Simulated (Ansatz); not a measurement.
The relaxed structure here is a generated cell of KSrCl3: the first start was made by placing the elements on the sites of a structure type, and the end was not matched to a known phase here, so it may be hypothetical.

Relaxation of a generated trial cell of KSrCl3 in the GdFeO3 structure type; 20 atoms in the cell, which starts as Pnma (No. 62), oP20; a = 7.7299 Å, b = 10.9069 Å, c = 7.7041 Å, α = 90.00°, β = 90.00°, γ = 90.00°. These are r2SCAN (plane waves to 500 eV, PAW, scalar-relativistic; Ansatz, a first-principles code) values and carry that method's errors. Γ-centred k-mesh 3×2×3 on the run's cell (coarser than for final values), Fermi–Dirac smearing 0.05 eV. This is the first round of the run. 

The optimiser's lines from the output (shortened; P is positive under compression):

```
relax step   1: F+E_penalty+E_count = -33443.34849315 eV  Δ(F+E_penalty+E_count) = +0.000e0 eV  max|allowed force component| = 3.470e-1 eV/Å  Δτ_max = 0.0000 Å  P = +1.447 GPa  Ω = 649.527 Å³  (6 SCF iters, dr2 threshold 1.00e-7 eV, accepted)
relax step   2: F+E_penalty+E_count = -33443.93942324 eV  Δ(F+E_penalty+E_count) = -5.909e-1 eV  max|allowed force component| = 1.557e-1 eV/Å  Δτ_max = 0.1944 Å  P = -0.463 GPa  Ω = 680.860 Å³  (7 SCF iters, dr2 threshold 2.00e-6 eV, accepted)
relax step   3: F+E_penalty+E_count = -33444.27045553 eV  Δ(F+E_penalty+E_count) = -3.310e-1 eV  max|allowed force component| = 1.092e-1 eV/Å  Δτ_max = 0.1942 Å  P = -0.748 GPa  Ω = 667.333 Å³  (7 SCF iters, dr2 threshold 1.51e-6 eV, accepted)
relax step   4: F+E_penalty+E_count = -33444.45803190 eV  Δ(F+E_penalty+E_count) = -1.876e-1 eV  max|allowed force component| = 3.826e-2 eV/Å  Δτ_max = 0.2000 Å  P = -0.237 GPa  Ω = 644.096 Å³  (6 SCF iters, dr2 threshold 2.00e-6 eV, accepted)
relax step   5: F+E_penalty+E_count = -33444.45395323 eV  Δ(F+E_penalty+E_count) = +4.079e-3 eV  max|allowed force component| = 1.036e-1 eV/Å  Δτ_max = 0.1106 Å  P = +0.028 GPa  Ω = 631.877 Å³  (7 SCF iters, dr2 threshold 2.43e-7 eV, rejected (line search))
relax step   6: F+E_penalty+E_count = -33444.47871907 eV  Δ(F+E_penalty+E_count) = -2.069e-2 eV  max|allowed force component| = 1.716e-2 eV/Å  Δτ_max = 0.0553 Å  P = -0.058 GPa  Ω = 637.307 Å³  (9 SCF iters, accepted)
relax step   7: F+E_penalty+E_count = -33444.48158225 eV  Δ(F+E_penalty+E_count) = -2.863e-3 eV  max|allowed force component| = 3.116e-3 eV/Å  Δτ_max = 0.0276 Å  P = +0.002 GPa  Ω = 634.837 Å³  (6 SCF iters, dr2 threshold 1.84e-8 eV, accepted)
relax step   8: F+E_penalty+E_count = -33444.48065238 eV  Δ(F+E_penalty+E_count) = +9.299e-4 eV  max|allowed force component| = 3.094e-3 eV/Å  Δτ_max = 0.0000 Å  P = +0.002 GPa  Ω = 634.837 Å³  stress off target by 4.32e-3 GPa  SCF on the basis re-selected at this cell (its energy is not comparable with the rows above)  (5 SCF iters)
```

From the first to the last row the energy changes by -0.06 eV/atom and the volume by -2.3 %. The last row is marked as not comparable with the walk above it, whose basis was carried along; it does compare with step 1, since both stand on a basis selected at the nominal cutoff for their own cell.

Step 5 was rejected by the optimiser.

Later rounds, restarted from the end of this one on a renewed k-mesh, logged 2 more steps and released under 1 meV/atom more. The final structure after all rounds: Pnma (No. 62), oP20, AFLOW prototype AB3C_oP20_62_c_cd_a (as in CaTiO3); a = 7.917 Å, b = 10.773 Å, c = 7.444 Å, α = β = γ = 90.00°. Between re-selections the logged energies stand on a plane-wave basis carried along with the cell. No spin polarisation in the result.

The run could not lose the symmetry of its start: the end is stationary, and may be a saddle point rather than a minimum.
